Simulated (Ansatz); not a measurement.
Each is relaxed and computed with r²SCAN in the plane-wave PAW code Ansatz. Which is the only one with a gap?
A. BaSi3Pd, I4mm (Ba on 2a, Si on 2a, Si on 4b, Pd on 2a)
B. SiGe, CsCl type
C. Si3Ge, P-4m2 (Si on 2g, Si on 1a, Ge on 1c)
D. NbSiAs, P4/nmm (As on 2c, Si on 2a, Nb on 2c)

C, Si3Ge, P-4m2 (Si on 2g, Si on 1a, Ge on 1c). Si3Ge: gap 0.56 eV (indirect); SiGe: metal; NbSiAs: metal; BaSi3Pd: metal. Constructed cells (a structure type filled with these elements, in neither database checked): SiGe, CsCl type. Typed or built starts, not in the databases checked: Si3Ge, P-4m2 (Si on 2g, Si on 1a, Ge on 1c). Standing as an ambient phase not checked: NbSiAs, P4/nmm (As on 2c, Si on 2a, Nb on 2c); BaSi3Pd, I4mm (Ba on 2a, Si on 2a, Si on 4b, Pd on 2a). All cells were relaxed under the symmetry of their starts (and spin orders); stability against distortions was not tested throughout. Rows with no word on spin ran without spin polarisation. Scalar-relativistic: spin–orbit coupling is off unless named, which matters more the heavier the elements.

Potentials: the later of the program's two PAW sets.
